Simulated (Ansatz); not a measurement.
According to plane-wave PAW PBE (Ansatz code), Sn$_{3}$Ge in the tetragonal phase (P-4m2; Ge on 1a, Sn on 2g, Sn on 1c) relaxes to a = 4.549 Å, c = 6.454 Å. Ge has 4 nearest neighbours from 2.73 Å (tetrahedral); Sn on 2g has 4 nearest neighbours from 2.73 Å (tetrahedral); Sn on 1c has 4 nearest neighbours from 2.85 Å (tetrahedral). Against the elements it lies at 0.034 eV/atom, with no fitted shifts.

Electronic character: metallic (no gap).

The bulk modulus is 40.1 GPa.

The start of the workflow was typed in or built on a structure type; neither database checked (COD, Materials Project) lists it. Whether it is the stable phase at ambient conditions was not checked. The PBE relaxation kept the symmetry of its start; its stability against distortions is not shown here. The references are the lowest solids computed at this level, not always the standard phases. Spin–orbit coupling is left out wherever it is not named.

Potentials: the later of the program's two PAW sets.
